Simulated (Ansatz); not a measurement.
TiSiO in space group P4/nmm (No. 129; Ti on 2c, Si on 2a, O on 2c) under volume change, PBE (plane waves, PAW; program Ansatz), shape and atoms relaxed at each volume.

```csv
V (Å³/atom),E − E(relaxed) (meV/atom),P (GPa)
10.787,58.0,19.01
11.143,24.3,11.59
11.498,5.7,5.31
11.854,0.0,0.00
12.209,5.1,-4.47
12.565,19.3,-8.20
12.921,41.0,-11.28
```

Problem. What does a third-order Birch–Murnaghan fit give for V₀, B₀ and B′?

Solution. V₀ = 11.85 Å³/atom, B₀ = 161 GPa, B′ = 4.8.

The start of the workflow was typed in or built on a structure type; neither database checked (COD, Materials Project) lists it. Its standing as an ambient phase is unchecked. The cell was relaxed with PBE under the symmetry of its start; whether a distortion lowers the energy is not shown. The workflow began spin-polarised and lost its moments.

Potentials: the earlier of the program's two PAW sets.
